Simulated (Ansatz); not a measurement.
## Ansatz 0.2.0, settings compared: Na$_{3}$Te$_{3}$MoO$_{3}$

The input file (Ansatz 0.2.0, plane waves):

```yaml
crystal:
  lattice:
    - [0.0, -3.636344, 5.231342]
    - [3.072575, -1.94481, -5.231342]
    - [6.605198, 0.0, 0.0]
  atoms:
    - { symbol: Na, position: [0.2275, 0.455, 0.3175] }
    - { symbol: Te, position: [0.8246, 0.9566, 0.6908] }
    - { symbol: Te, position: [0.3526, 0.1772, 0.6908] }
    - { symbol: Te, position: [0.132, 0.4846, 0.6908] }
    - { symbol: O, position: [0.2542, 0.1548, 0.1533] }
    - { symbol: O, position: [0.6919, 0.9461, 0.1533] }
    - { symbol: O, position: [0.9006, 0.5925, 0.1533] }
    - { symbol: Mo, position: [0.0, 0.0, 0.0] }
    - { symbol: Na, position: [0.7349, 0.4698, 0.7953] }
    - { symbol: Na, position: [0.51, 0.02, 0.47] }
  symmetry: { tolerance: 0.0003 }
kpoints:
  mp_grid: { grid: [4, 4, 4], shift: [0, 0, 0] }
magnetization:
  spin_polarized: false
scf:
  occupations: { method: fermi_dirac }
hamiltonian:
  pseudopotentials: { kind: paw }
  xc: pbe
basis:
  ecutwfc: 420
output:
  forces: true
  stress: true
  eigenvalues: true
```

Launch command:

```bash
ansatz run input.yaml --threads 1 --pin off --max-ram 2560MiB --backend cpu --events-out ev --progress --plain --runs-dir out
```

Origin of the cell: a known structure type with other elements, at an estimated volume, so it need not be a known compound.

The smearing width isn't typed, so it takes its default of 0.1 eV.

Output of this run (shortened):

```
SCF iter   1: F=—  HF=-32051.195762 eV  Δρ=1.14e-2  dr2=1.95e-1  defer=25
SCF iter   2: F=—  HF=-32051.206284 eV  Δρ=8.83e-3  dr2=2.52e-1  defer=31
SCF iter   3: F=—  HF=-32051.169346 eV  Δρ=3.34e-3  dr2=3.20e-2  defer=31
SCF iter   4: F=—  HF=-32051.165926 eV  Δρ=7.05e-4  dr2=1.30e-3  defer=31
SCF iter   5: F=—  HF=-32051.165684 eV  Δρ=1.94e-4  dr2=1.42e-4  defer=31
SCF iter   6: F=—  HF=-32051.165683 eV  Δρ=5.92e-5  dr2=8.82e-6  defer=31
SCF iter   7: F=—  HF=-32051.165679 eV  Δρ=1.93e-5  dr2=7.00e-7  defer=31
SCF iter   8: F=-32051.165680 eV  HF=-32051.165680 eV  Δρ=5.56e-6  dr2=6.32e-8
SCF 1 converged in 8 iterations: F = -32051.165680 eV  dr2 = 6.32e-8
SCF converged after 8 iterations
Free energy (F): -32051.165680 eV
Harris-Foulkes:  -32051.165680 eV  (|F-HF|=2.83e-8)
Internal energy: -32051.019080 eV  (E = F + TS)
E sigma→0 (E₀):  -32051.092380 eV
Entropy (-TS):   -0.146600 eV (-14.660 meV/atom)
Fermi energy:    7.903294 eV
--- Per-component energies (eV) ---
  E_band       = -1598.260324
  E_kinetic    = 1882.900224
  E_local      = -10666.865605  (includes V_loc(G=0)·N_el)
  E_nonlocal   = -295.108729
  E_hartree    = 4984.283000
  E_xc         = -901.644712
  E_vxc        = -983.109219  (∫ρ·V_xc dr)
  E_paw        = -18448.615817  (= ΣΔE_a)
  E_vpaw       = -1504.643490  (= ΣTr[D̂ρ^β])
  E_aug_tail   = 0.006415  (compensation charges beyond the density's cutoff)
  E_ewald      = -8605.973855
  E_smearing   = -0.146600  (= −TS)
  Σ components = -32051.165680   (vs F -32051.165680, Δ=0.00e0)
--- Forces (eV/Å), atoms counted from 1 ---
  atom   1  Na    -3.308412    -1.821372    -1.266048
  atom   2  Te    -4.115547     2.539231    -2.075384
  atom   3  Te    -3.097168    -2.910311     3.103270
[… 2 lines left out …]
  atom   6  O     -1.468226    -1.702690     1.680563
  atom   7  O      0.044436    -1.765748    -2.181580
  atom   8  Mo    15.702082     8.644428     6.008799
  atom   9  Na     1.677304     0.923402     0.641863
  atom  10  Na    -3.154944    -1.736883    -1.207319
  max |Σ_I F_I| component: 3.09e-5 eV/Å
--- Stress (GPa, compression-positive) ---
       22.379232       3.552607       2.469441
        3.552607      17.881943       1.359495
        2.469441       1.359495      16.871129
  P = ⅓ Tr σ = 19.0441 GPa (190.441 kbar)
```

The same input was run again with these changes:

1. `scf.occupations.width` default → 0.001
2. `scf.eigensolver.kind` default → davidson; `basis.precision` default → f64
3. `basis.ecutrho_ratio` default → 4; `scf.occupations.method` fermi_dirac → gaussian; `scf.occupations.width` default → 0.3; `total_charge` default → 1
4. `hamiltonian.hubbard` default → { sites: [{ species: Mo, l: d, u_eff: 6.0 }], double_counting: fll }; `scf.convergence.dr2_threshold` default → 1.0e-06; `hamiltonian.dispersion` default → d4

| run | end | SCF iterations | P (GPa) | max force component (eV/Å) | moment (μB) | ΔE(σ→0) (meV/atom) |
| --- | --- | --- | --- | --- | --- | --- |
| base | converged | 8 | 19.04 | 15.702 | – | 0 |
| 1 | converged | 17 | 18.96 | 15.679 | – | 2.93 |
| 2 | converged | 8 | 19.04 | 15.702 | – | 0.00 |
| 3 | converged | 10 | – | 16.562 | – | – |
| 4 | converged | 13 | 17.39 | 15.935 | – | – |

Energies are compared only where functional, datasets, charge and starting cell are the same.

Not properties of the system: run 3 (too coarse or loose: `scf.occupations.width` = 0.3).

Caveats of the base run: no moments, though an odd count or open d shells may carry them; no spin-orbit coupling, though heavy elements are present; the given cell is far from equilibrium, with atoms too close or a volume far off; the k mesh is coarse if the cell is a metal.

Run 3: charged cell with a uniform background, whose pressure depends on convention; wide smearing.
Run 4: the SCF threshold is loose for forces.

The base run took 13 s on 1 thread of Intel(R) Xeon(R) Platinum 8488C (Sapphire Rapids) (shared host), peak memory 0.52 GiB, from the program's own first density.
